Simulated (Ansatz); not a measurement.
Relaxed-ion elastic tensor of GaP (wurtzite, P6_3mc) in GPa (Voigt order), plane-wave PAW LDA (Ansatz code); density 4.27 g/cm³, 19.58 Å³ per atom.

```json
[
 {"": "1", "1": "171", "2": "57.2", "3": "38.2", "4": "0.0", "5": "0.0", "6": "0.0"},
 {"": "2", "1": "57.2", "2": "171", "3": "38.2", "4": "0.0", "5": "0.0", "6": "0.0"},
 {"": "3", "1": "38.2", "2": "38.2", "3": "200", "4": "0.0", "5": "0.0", "6": "0.0"},
 {"": "4", "1": "0.0", "2": "0.0", "3": "0.0", "4": "44.7", "5": "0.0", "6": "0.0"},
 {"": "5", "1": "0.0", "2": "0.0", "3": "0.0", "4": "0.0", "5": "44.7", "6": "0.0"},
 {"": "6", "1": "0.0", "2": "0.0", "3": "0.0", "4": "0.0", "5": "0.0", "6": "56.8"}
]
```

Is the crystal mechanically stable?

Yes: the smallest eigenvalue of C is 44.7 GPa.

Work out the Voigt, Reuss and Hill averages.

K_V = 89.9, K_R = 89.8, K_H = 89.8; G_V = 56.4, G_R = 54.0, G_H = 55.2 GPa.

Give Young's modulus, Poisson's ratio, Pugh's ratio and the universal anisotropy index.

E = 9KG/(3K + G) = 137 GPa; ν = 0.25; K/G = 1.63 (brittle by the Pugh limit of 1.75); A_U = 5G_V/G_R + K_V/K_R − 6 = 0.23.

Estimate the sound speeds and the Debye temperature.

v_l = √((K + 4G/3)/ρ) = 6190 m/s, v_t = √(G/ρ) = 3600 m/s, mean 3990 m/s; Θ = (h/k)(3n/4πV)^(1/3) v_m = 441 K.

Solve the Christoffel equation for the three sound speeds along x, y, z.

Eigenvalues of C_ijkl n_j n_l equal ρv² (piezoelectric stiffening left out). In km/s, slowest first: x 3.23, 3.65, 6.32; y 3.23, 3.65, 6.32; z 3.23, 3.23, 6.84.

How much does each axis shrink under pressure?

Linear compressibilities β_i = Σ_j S_ij (j = 1 to 3): x 3.8, y 3.8, z 3.6 per TPa.

The workflow started from a Materials Project entry (that database holds measured and hypothetical structures alike); the Crystallography Open Database copy checked does not list it. It is not the phase usual at ambient conditions (space group No. 216). The cell was relaxed with LDA under the symmetry of its start; its stability against distortions is not shown here. Spin–orbit coupling is left out wherever it is not named.

Potentials: the later of the program's two PAW sets.
